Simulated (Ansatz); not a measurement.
Relaxed candidate structures of P:

A. Cmce (No. 64), oS8, black phosphorus structure; a = 3.300 Å, b = 11.020 Å, c = 4.556 Å, α = 90.00°, β = 90.00°, γ = 90.00°; P 8f (0.000, 0.095, 0.088)

B. P4₂/mmc (No. 131), tP4; a = 4.2854 Å, b = 4.2854 Å, c = 5.0101 Å, α = 90.00°, β = 90.00°, γ = 90.00°; P 2b (0.500, 0.500, 0.500); P 2c (0.000, 0.500, 0.000)

C. P6/mmm (No. 191), hP3; a = b = 4.461 Å, c = 2.508 Å, α = β = 90.00°, γ = 120.00°; P 1a (0.000, 0.000, 0.000); P 2d (0.333, 0.667, 0.500)

D. P6₃/mmc (No. 194), hP2; a = b = 3.299 Å, c = 3.201 Å, α = β = 90.00°, γ = 120.00°; P 2c (0.333, 0.667, 0.250)

E. Fd-3m, origin choice 1 (No. 227), cF8, diamond type; a = b = c = 5.430 Å, α = β = γ = 90.00°; P 8b (0.500, 0.500, 0.500)

Q: Order them by energy per atom (lowest first) at the level r2SCAN (plane waves to 500 eV, PAW, scalar-relativistic; Ansatz, a quantum-chemistry and plane-wave program).

A: A (reference, the lowest among the structures calculated here), D (+0.51 eV/atom), E (+0.66 eV/atom), C (+0.89 eV/atom), B (+1.13 eV/atom)

Q: Give each candidate's band gap.

A: No gap: B, C, D, E. A: 0.25 eV (no spin-orbit coupling).

Probably no minimum, since a slightly shaken restart fell lower: P6/mmm, hP3 (by 0.68 eV/atom, to P1). 1 run with a doubtful electronic state, a coarser numerical grid, an end not at rest or a source that can't be used is left out. 7 generated cells of layers, chains or molecules, poorly bound without dispersion, are left out. Each run could gain symmetry but not lose that of its start, so entries can be saddle points. From databases, or of a type measured for this composition: Cmce, oS8, black phosphorus structure; the others are generated cells (placed on structure types, drawn at random, substituted or restacked) that were not matched to a known phase here. Static energies at zero pressure. No spin polarisation in the result. No dispersion correction is included, so spacings between layers, chains or molecules are soft and tend to come out too large.
